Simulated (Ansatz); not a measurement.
**Response of YSn₃ to small distortions**

```xyz
4
Lattice="4.6660 0.0000 0.0000 0.0000 4.6660 0.0000 0.0000 0.0000 4.6660" Properties=species:S:1:pos:R:3 pbc="T T T"
Y     0.0000    0.0000    0.0000
Sn    0.0000    2.3330    2.3330
Sn    2.3330    0.0000    2.3330
Sn    2.3330    2.3330    0.0000
```

Atom numbers follow the list: Y1, Sn2, Sn3, Sn4.

The cell is COD entry 4343790, as deposited and not checked against the literature; nothing was relaxed.

Spin polarisation is left out, and whether a magnetic state lies lower isn't shown here.

Spin–orbit coupling is left out, though it moves levels of the heavy atoms by tenths of an eV or more.

Theory: DFT, PBEsol, all-electron LAPW, scalar-relativistic (Ansatz 0.2.0).

Numerical set-up: a Γ-centred 8×8×8 k mesh, Fermi–Dirac smearing of 0.05 eV, basis error target 1 meV/atom, no spin polarisation.

The unchanged cell is at -0.83 GPa.

In a metal, stresses and small energies carry noise from the k mesh.

x, y and z are the Cartesian axes of the cell as listed; fractional coordinates follow a strain, and an engineering shear is twice the off-diagonal strain component.

With this change (equal xy, yz and zx engineering shear strains of -2 %), what becomes of the energy and stress?

Energy change +3 meV/atom; stress change (xx, yy, zz, yz, xz, xy) 0.11, 0.11, 0.11, 0.55, 0.55, 0.55 GPa, compression positive.

With equal xy, yz and zx engineering shear strains of -1 %: energy change under 1 meV/atom; stress change (xx, yy, zz, yz, xz, xy) 0.03, 0.03, 0.03, 0.28, 0.28, 0.28 GPa, compression positive.

With this change (equal xy, yz and zx engineering shear strains of +1 %), what becomes of the energy and stress?

Energy change under 1 meV/atom; stress change (xx, yy, zz, yz, xz, xy) 0.03, 0.03, 0.03, -0.30, -0.30, -0.30 GPa, compression positive.

With this change (equal xy, yz and zx engineering shear strains of +2 %), what becomes of the energy and stress?

Energy change +3 meV/atom; stress change (xx, yy, zz, yz, xz, xy) 0.10, 0.10, 0.10, -0.60, -0.60, -0.60 GPa, compression positive.
